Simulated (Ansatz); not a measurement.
The relaxed structure here is a generated cell of Cu: the first start was made by placing the elements on the sites of a structure type, and the end was not matched to a known phase here, so it may be hypothetical. Known forms of Cu include space group No. 225.

A relaxed cell of Cu (P6₃/mmc (No. 194)), relaxed on a k-mesh at least as fine as the one used below. The numbers are results of r2SCAN (plane waves to 500 eV, PAW, scalar-relativistic; Ansatz, a quantum-chemistry and plane-wave program), not measurements. Γ-centred k-mesh 15×15×4 on the run's cell (coarser than for final values), Fermi–Dirac smearing 0.05 eV.

```yaml
crystal:
  lattice:
    - [2.48861, 0.00000, 0.00000]
    - [-1.24431, 2.15520, 0.00000]
    - [0.00000, 0.00000, 8.95132]
  atoms:
    - { symbol: Cu, position: [0.33333, 0.66667, 0.11648] }
    - { symbol: Cu, position: [0.66667, 0.33333, 0.61648] }
    - { symbol: Cu, position: [0.66667, 0.33333, 0.88352] }
    - { symbol: Cu, position: [0.33333, 0.66667, 0.38352] }
```

The atoms are displaced along an unstable phonon of this cell by (Å):

| atom | ux | uy | uz |
|---|---|---|---|
| Cu1 | 0.000 | 0.150 | 0.000 |
| Cu2 | 0.000 | -0.150 | 0.000 |
| Cu3 | 0.000 | 0.150 | 0.000 |
| Cu4 | 0.000 | -0.150 | 0.000 |

Question: What forces (eV/Å) and pressure result?

Answer: 
```json
[
 {"atom": "Cu1", "Fx": "0.00", "Fy": "0.13", "Fz": "0.08"},
 {"atom": "Cu2", "Fx": "0.00", "Fy": "-0.13", "Fz": "0.08"},
 {"atom": "Cu3", "Fx": "0.00", "Fy": "0.13", "Fz": "-0.08"},
 {"atom": "Cu4", "Fx": "0.00", "Fy": "-0.13", "Fz": "-0.08"}
]
```

Pressure -0.4 GPa.

The undisplaced cell is probably no minimum: from this displacement the run went on to P6₃/mmc (No. 194), 0.15 eV/atom below it.

No spin polarisation in the result.
